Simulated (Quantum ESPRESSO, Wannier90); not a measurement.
# Tight-binding from DFT: InBi (P4/nmm)

Materials Project entry mp-23313; symmetrised, unrelaxed at this level. COD (Crystallography Open Database) has an entry of this formula and space group (matched by these alone). Computed values, not measurements, from LDA: Quantum ESPRESSO (norm-conserving PseudoDojo potentials, cutoff 56 Ry, no spin polarisation, no spin-orbit coupling) on a Γ-centred 6×6×6 mesh, then Wannier90. Density: 8×8×8 mesh, cold smearing 0.01 Ry. Spin-orbit coupling is left out although heavy elements are present.

On the energy scale of pw.x, whose zero is arbitrary, the Fermi level lies at 9.31 eV.

Isolated groups of bands, relative to the Fermi level (bands from 23 on overlap up to the last one computed):

| bands | from (eV) | to (eV) | filling | weight on atomic waves |
|---|---|---|---|---|
| 1–10 | -22.46 | -22.39 | filled | Bi 5d 100 % |
| 11–20 | -14.55 | -14.19 | filled | In 4d 99 % |
| 21–22 | -11.96 | -9.79 | filled | Bi 6s 74 %, In 5p 17 %, In 5s 5 % |

Input w.win:

```
num_bands = 26
num_wann = 16
exclude_bands = 1-20
num_iter = 800
conv_tol = 1.0e-6
conv_window = 4
dis_num_iter = 1000
dis_conv_tol = 1.0e-6
dis_froz_max = 1.50
write_hr = true
write_u_matrices = true
begin projections
f=0.50251,0.49760,0.00900: s;p
f=0.00442,0.00693,-0.00565: s;p
f=0.49812,-0.00998,0.36074: s;p
f=0.00026,0.50013,-0.35044: s;p
end projections
begin unit_cell_cart
ang
    4.9108200000    0.0000000000    0.0000000000
    0.0000000000    4.9108200000    0.0000000000
    0.0000000000    0.0000000000    5.2222800000
end unit_cell_cart
begin atoms_frac
In   0.5000000000  0.5000000000  0.0000000000
In   0.0000000000  0.0000000000  0.0000000000
Bi   0.5000000000  0.0000000000  0.3600100000
Bi   0.0000000000  0.5000000000 -0.3600100000
end atoms_frac
mp_grid = 6 6 6
begin kpoints
0.0000000000 0.0000000000 0.0000000000
0.0000000000 0.0000000000 0.1666666667
0.0000000000 0.0000000000 0.3333333333
... (213 more lines: the 6x6x6 mesh through Gamma)
end kpoints
```

The run ends without an error message, but its bands miss those of pw.x by 113 meV rms and 0.59 eV at worst (states up to 1.0 eV relative to the Fermi level).

What is the mistake?

Window typed relative to the reference level, not as an absolute energy. With that mended (16 functions from bands 21-46 of the 46 computed, start hydrogen-like In: s;p; Bi: s;p, centres 0.05 Å off the atoms, frozen window up to 1.50 eV relative to the Fermi level, outer window open) the misfit is 4.0 meV rms.
